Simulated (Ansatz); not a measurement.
## Computed frozen-phonon scan: SrO (rock salt)

Starting cell, SrO (rock salt):

```yaml
crystal:
  lattice:
    - [0.00000, 2.59750, 2.59750]
    - [2.59750, 0.00000, 2.59750]
    - [2.59750, 2.59750, 0.00000]
  atoms:
    - { symbol: O, position: [0.00000, 0.00000, 0.00000] }
    - { symbol: Sr, position: [0.50000, 0.50000, 0.50000] }
```

The atoms are displaced by Q × the pattern below (from a DFPT mode at Γ, largest move 1; Q in Å), at fixed cell. It is one choice among 3 degenerate patterns.

| atom | x | y | z |
|---|---|---|---|
| O1 | 0.000 | 0.000 | 1.000 |
| Sr2 | 0.000 | 0.000 | -0.183 |

All values below come from PBE (plane waves to 420 eV, PAW, scalar-relativistic; Ansatz, a first-principles code). k mesh 11×11×11 (Γ-centred), Fermi-Dirac smearing 0.05 eV. E stands for the smeared free energy. Stress and pressure are positive under compression. SrO was relaxed with its symmetry unable to fall. ΔE is measured from the undisplaced structure.

```
Q (Å)   ΔE (meV/cell)  P (GPa)  −dE/dQ from forces (eV/Å)
------  -------------  -------  -------------------------
-0.280          143.6      3.1                      1.350
-0.233           90.1      2.0                      0.960
-0.187           52.6      1.2                      0.660
-0.140           27.4      0.7                      0.432
-0.093           11.4      0.3                      0.257
-0.047            2.8      0.1                      0.120
0.000             0.0      0.0                      0.000
0.047             2.8      0.1                     -0.120
0.093            11.4      0.3                     -0.257
0.140            27.4      0.7                     -0.432
0.187            52.6      1.2                     -0.660
0.233            90.1      2.0                     -0.960
0.280           143.6      3.1                     -1.350
```

Key numbers:

The energy at Q = 0.280 Å comes out as 143.6 meV/cell. Space group of the distorted cell: I4mm (No. 107), lowered from Fm-3m. Symmetry of the curve: even: the same for both signs. Shape of the curve: a single well with its minimum at or next to zero displacement. Harmonic wavenumber from the curvature (finite differences): 189 cm⁻¹. Wavenumber by perturbation theory (DFPT, on another k mesh): 189 cm⁻¹.

The 13 points together took roughly 70 core-seconds.

(A displaced cell: forces are minus the slopes of the energy, force constants its curvatures, and phonons follow from these.)
